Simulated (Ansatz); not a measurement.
SrTiO₃ (cubic perovskite)

```yaml
crystal:
  lattice:
    - [3.90695, 0.00000, 0.00000]
    - [0.00000, 3.90695, 0.00000]
    - [0.00000, 0.00000, 3.90695]
  atoms:
    - { symbol: Sr, position: [0.00000, 0.00000, 0.00000] }
    - { symbol: Ti, position: [0.50000, 0.50000, 0.50000] }
    - { symbol: O, position: [0.00000, 0.50000, 0.50000] }
    - { symbol: O, position: [0.50000, 0.50000, 0.00000] }
    - { symbol: O, position: [0.50000, 0.00000, 0.50000] }
```

The slice is a {100} plane (indices of the conventional cell) through the point (0.500, 0.500, 0.000) (fractional), spanned by u = [100] and v = [010] in vectors of this cell: u (3.91 Å) and v (3.91 Å, at 90° to u). It covers one period; positions are fractions (u, v).

All values below come from r2SCAN (plane waves to 500 eV, PAW, scalar-relativistic; Ansatz, a program for electronic structure). k mesh 9×9×9. Near the nuclei the fields are pseudised (PAW); where an atom keeps semicore shells as valence, they peak there. SrTiO3 is run without spin polarisation. SrTiO3 was relaxed with its symmetry unable to fall.

Problem. Predict the map of the valence electron density on the slice.

Solution. 
```
|@@@%#*+=-:.       .:-=+*#%@@|
|@@@%#*+=-:.       .:-=+*#%@@|
|%%%#*+=-::..     ..::-=+*#%%|
|###*++=-::.........::-=++*##|
|***++=-:::::::::::::::-=++**|
|+++==--:::---===---:::--==++|
|===--:::--==+++++==--:::--==|
|---::::--=++*****++=--::::--|
|:::::::-=+**#####**+=-::::::|
|.....:-=+**###%###**+=-:....|
|   ..:-=+*##%%%%%##*+=-:..  |
|    .:-+*##%%###%%##*+-:.   |
|    .:=+*##%##*##%##*+=:.   |
|    .:=+*#%%#***#%%#*+=:.   |
|    .:=+*##%##*##%##*+=:.   |
|    .:-+*##%%###%%##*+-:.   |
|   ..:-=+*##%%%%%##*+=-:..  |
|.....:-=+**###%###**+=-:....|
|:::::::-=+**#####**+=-::::::|
|---::::--=++*****++=--::::--|
|===--:::--==+++++==--:::--==|
|+++==--:::---===---:::--==++|
|***++=-:::::::::::::::-=++**|
|###*++=-::.........::-=++*##|
|%%%#*+=-::..     ..::-=+*#%%|
|@@@%#*+=-:.       .:-=+*#%@@|
|@@@%#*+=-:.       .:-=+*#%@@|
|@@@%#*+=-:.       .:-=+*#%@@|
```
Scale: ten equal steps from -1.49 (start of ' ') to 0.88 (end of '@'), in the order ' .:-=+*#%@'. Values: log₁₀ of the valence density in e/Å³. The map has 28 points along u (one character each, u = 0 at the left) and 28 along v (v = 0 in the bottom row). The scale is logarithmic, as a density can span decades between atoms and voids.
